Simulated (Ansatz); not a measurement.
The relaxed structure here is a generated cell of B: the first start was made by placing the elements on the sites of a structure type, and the end was not matched to a known phase here, so it may be hypothetical.

The end point of a relaxation of B. Method: PBE (plane waves to 420 eV, PAW, scalar-relativistic; Ansatz, a first-principles code).

```
CELL_PARAMETERS angstrom
      1.19484     0.68984     1.29389
     -1.19484     0.68984     1.29389
      0.00000    -1.37968     1.29389
ATOMIC_POSITIONS crystal
  B  0.50000 0.50000 0.50000
```

Determine the symmetry and give the standard cell with its independent sites.

Space group R-3m, hexagonal axes (No. 166); a = 2.390 Å, b = 2.390 Å, c = 3.882 Å, α = 90.00°, β = 90.00°, γ = 120.00°

```json
[
 {"atom": "B", "site": "3b", "symmetry": "-3m", "x": "0.0000", "y": "0.0000", "z": "0.5000"}
]
```

Give the shortest distances between elements (the closest pairs, up to four, under 3.6 Å).

B–B 1.89 Å.

| Property | Result |
|---|---|
| Volume per atom | 6.40 Å³ |
| Density | 2.81 g/cm³ |

No spin polarisation in the result. The relaxed primitive cell holds an odd number of electrons. A magnetic state may lie lower.

The run could not lose the symmetry of its start, so the end can be a saddle point.
